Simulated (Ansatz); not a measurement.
Br (solid): a workflow

Computed with Ansatz (plane waves, PAW, 420 eV cutoff): PBEsol, scalar-relativistic, no spin polarisation, Γ-centred 12×12×6 mesh, 0.05 eV Gaussian smearing; PAW files: Ansatz's generated set soft_2.

The database's entry of this formula in the relaxed cell's space group, Cmce, has axes of 4.493 × 6.598 × 8.701 Å and 32.25 Å³/atom (1984), the relaxed one 4.024 × 7.176 × 8.529 Å and 30.79.

The start:

```
Br
1.0
     3.30450   -2.16304    0.00000
     3.30450    2.16304    0.00000
     0.00000    0.00000    9.09376
Br
4
Direct
  0.84515 0.15485 0.11750
  0.15485 0.84515 0.88250
  0.34515 0.65485 0.38250
  0.65485 0.34515 0.61750
```

The steps in volume:

```csv
run,level,k-mesh,kind,V (Å³/atom),P (GPa),E − E(final) (meV/atom),gap on the mesh (eV)
1,PBEsol,12×12×6,cell and atoms relaxed,30.79,0.0,0.0,1.21
```

The cell is relaxed to zero pressure at this level.

The final structure (symmetry read at 0.01 Å). The structure is orthorhombic, space group Cmce (No. 64). Conventional cell: a = 7.176 Å, b = 4.024 Å, c = 8.529 Å, α = 90.00°, β = 90.00°, γ = 90.00°. Br (site symmetry m) has 1 Br at 2.40 Å as nearest neighbours. (Shells end 15 % past the nearest neighbour.)

- At the final geometry the gap, band path included, is 1.20 eV.
- The runs in the table took roughly 8 core-minutes.

**Reading the result.**

Within 0.6 eV of the edges the projected states are 99 % Br 4p at the top of the valence band and 96 % Br 4p at the bottom of the conduction band. 

Semilocal functionals underestimate band gaps, commonly by a third or more. The structure is built of weakly bound molecules, and this functional has no dispersion term, so their spacing and all that hangs on it (volume, the soft elastic constants, low modes, dielectric constants) are poorly given.
